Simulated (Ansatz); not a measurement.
# Mg2TiCr3S8: field gradients at two levels of theory

Cell: a Materials Project structure (computed, not necessarily an observed phase), its atoms then relaxed with PBE in this cell.

Space group R-3m:H (No. 166); a = 7.2849, c = 17.6519 Å, γ = 120.00°.

```
site  Wyckoff  site symmetry       x       y       z
  Mg       6c             3m  0.0000  0.0000  0.8756
  Ti       3b            -3m  0.0000  0.0000  0.5000
  Cr       9e           .2/m  0.1667  0.3333  0.3333
  S7       6c             3m  0.0000  0.0000  0.7367
  S8      18h             .m  0.8487  0.6974  0.4107
```

One atom of each set is listed; the run and its k-mesh use a cell of 14 atoms with edges of 7.23, 7.23, 7.23 Å.

First run. Method: Kohn–Sham DFT in Ansatz, PBE, plane waves and PAW, scalar-relativistic, collinear spin, 420 eV cutoff, Γ-centred 6×6×6 k-points, Fermi–Dirac smearing 0.05 eV. Start moments as typed (μB): 1 on each Ti, 3 on each Cr, none on the rest.

```json
{"site": "Mg", "V_zz (10²¹ V/m²)": "-0.13", "η": "0.00", "m (μB)": "0.01"}
{"site": "Ti", "V_zz (10²¹ V/m²)": "-4.54", "η": "0.00", "m (μB)": "0.62"}
{"site": "Cr", "V_zz (10²¹ V/m²)": "-1.03", "η": "0.18", "m (μB)": "2.76"}
{"site": "S7", "V_zz (10²¹ V/m²)": "-0.45", "η": "0.00", "m (μB)": "-0.06"}
{"site": "S8", "V_zz (10²¹ V/m²)": "-3.23", "η": "0.35", "m (μB)": "-0.04"}
```

Second run. The same atoms and settings, except that the functional is r2SCAN and the cutoff is 500 eV.

Question: Given the first result, estimate the second.

Answer: 

| site | V_zz | η | change of V_zz | m (μB) |
| --- | --- | --- | --- | --- |
| Mg | -0.085 | 0.00 | +0.05 | 0.01 |
| Ti | -7.66 | 0.00 | -3.12 | 0.76 |
| Cr | -0.85 | 0.39 | +0.18 | 2.84 |
| S7 | -0.76 | 0.00 | -0.31 | -0.07 |
| S8 | -3.27 | 0.48 | -0.04 | -0.05 |

The largest change of V_zz is on Ti, from -4.54 to -7.66. In per cent, |V_zz| changes by +69 on Ti, +1 on S (all sites that start above 2). Where |V_zz| stays above 0.1, η moves most on Cr, from 0.18 to 0.39. The absolute magnetisation of the cell goes from 11.1 to 11.5 μB. The first run finds no gap above 0.1 eV, the second does.

All moments are parallel here, as the start or the cell imposes; many such compounds order antiparallel, where fields and spin densities carried over to other atoms largely cancel. The magnetic order is the one that the run reached from its start moments, not necessarily the measured one.
For the first run: The run finds no gap above 0.1 eV (a metal, or nearly one), so the gradients can move by 10 % or more with the k-mesh. Semilocal functionals can leave a metal where correlation in the d or f shell opens a gap in the real compound, and that would change the values at and beside Cr and Ti.
For the second run: The program didn't check the stability of this electronic state in full, so a lower one may lie near. With a gap of 0.4 eV under a smearing of 0.05 eV the band edges are partly filled, so small gradients can hang on the smearing and the k-mesh.
